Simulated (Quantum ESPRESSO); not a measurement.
Al7SiP7C, a curve over strain

Simulated, not a measurement. The program is pw.x of Quantum ESPRESSO 7.5 (plane-wave density functional theory). The cell is made up: 16 atoms on a doubled zincblende/diamond lattice, with randomly drawn elements, strain and displacements, not relaxed. PseudoDojo standard norm-conserving files (v0.5 for PBE, v0.4.1 for LDA and PBEsol) set the functional; there is no spin polarisation, spin-orbit coupling or dispersion term, and the masses in the input are unused placeholders.

Seven runs add a strain to one cell (the same linear strain along x, y and z); the atoms follow the cell and are not relaxed. Stress in the table is positive in tension.

Input of the run at -0.0005:

```
&control calculation='scf', pseudo_dir='./dojo.nc.sr.pbe.v0_5.standard.upf', outdir='./o', disk_io='low', tprnfor=.true., tstress=.true. /
&system ibrav=0, nat=16, ntyp=4, nbnd=38, ecutwfc=82.02448710, nosym=.true., tot_charge=0,
 occupations='smearing', smearing='fd', degauss=0.0018374661
/
&electrons conv_thr=7.350e-09, electron_maxstep=60, /
ATOMIC_SPECIES
Al 1.0 Al.upf
C 1.0 C.upf
P 1.0 P.upf
Si 1.0 Si.upf
CELL_PARAMETERS angstrom
5.482 -0.099 0.0222
-0.099 5.3437 0.0123
0.0444 0.0247 10.9373
ATOMIC_POSITIONS angstrom
Al -0.0322 -0.0453 0.047
Al 0.0098 2.6834 2.7294
Al 2.7422 -0.0673 2.7667
Si 2.6869 2.5737 0.0223
Al 0.0923 0.0114 5.5432
Al -0.0089 2.6083 8.1658
Al 2.7938 -0.0401 8.1846
Al 2.749 2.6793 5.519
P 1.3293 1.265 1.455
P 1.3178 4.0412 4.12
P 4.1699 1.1937 4.107
C 4.0767 3.873 1.4482
P 1.4154 1.3056 6.8292
P 1.3453 3.9095 9.5898
P 4.0816 1.2729 9.6387
P 4.081 3.9456 6.9094
K_POINTS automatic
4 4 2 1 1 1
```

```
added strain  free energy less that of the input shown (eV)  stress xx (GPa)  stress yy (GPa)  stress zz (GPa)  stress xy (GPa)  pressure (GPa)  next band up at Gamma (eV)  iterations
     -0.0214                                         0.2001            -4.11            -5.95            -4.11            -3.49            4.72                       0.662          15
     -0.0116                                         0.0174            -1.13            -3.00            -1.14            -3.25            1.76                       0.719          15
     -0.0079                                        -0.0098            -0.10            -1.98            -0.11            -3.15            0.73                       0.740          16
     -0.0005                                         0.0000             1.80            -0.10             1.78            -2.99           -1.16                       0.781          15
     +0.0047                                         0.0556             3.02             1.12             3.01            -2.87           -2.38                       0.809          15
     +0.0073                                         0.0978             3.60             1.70             3.58            -2.81           -2.96                       0.822          17
     +0.0171                                         0.3374             5.59             3.69             5.57            -2.61           -4.95                       0.872          16
```

A cubic fit gives a slope of stress xx against the added strain of 242 GPa at zero added strain, with the atoms clamped. Across the table the free energy follows the integral of the stress to within 1.8 meV. A rerun of one of the cells at a cutoff of 1347 eV and k mesh 6 x 6 x 4 moved values by no more than 0.012 eV in energy, 0.02 GPa in stress and 0.003 eV/Å in force. The band column is the level of band 33 at Gamma less that of band 32, whose number is half the electron count, rounded up; it comes from a band step after each run.